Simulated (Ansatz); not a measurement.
## Ga4AsP3: relaxed-ion elastic tensor

These are results of Ansatz, DFT PBE, scalar-relativistic, plane waves, PAW, not measurements. Cutoff 420 eV, 8×4×4 k-points (Γ-centred), fixed occupations. No spin polarisation.

Equilibrium structure at this level:
```
CELL_PARAMETERS angstrom
3.93412 0.00000 0.00000
0.00000 3.93549 5.56432
0.00000 -3.93549 5.56432
ATOMIC_POSITIONS crystal
Ga 0.00000 0.99507 0.99507
Ga 0.50000 0.50726 0.99717
Ga 0.50000 0.99717 0.50726
Ga 0.00000 0.50034 0.50034
P 0.00000 0.62484 0.12511
P 0.00000 0.12511 0.62484
P 0.50000 0.62503 0.62503
As 0.50000 0.12518 0.12518
```

It was reached by relaxing an invented guess, and it needn't be the stable form of this composition.

(1) Give the relaxed-ion elastic constants (GPa, Voigt order xx yy zz yz xz xy, on the Cartesian axes of the cell above).

(2) Is the crystal stable against homogeneous strain?

(3) And the moduli of a polycrystal (Hill averages)?

Results:

(1)
C11 = 145.0, C12 = 23.0, C13 = 49.4, C22 = 145.2, C23 = 49.6, C33 = 118.4, C44 = 60.8, C55 = 60.8, C66 = 34.4 GPa; the others vanish.

(2) Yes: the least eigenvalue of the tensor is 34.4 GPa.

(3) B = 72 GPa, G = 48 GPa, E = 119 GPa, ν = 0.23.
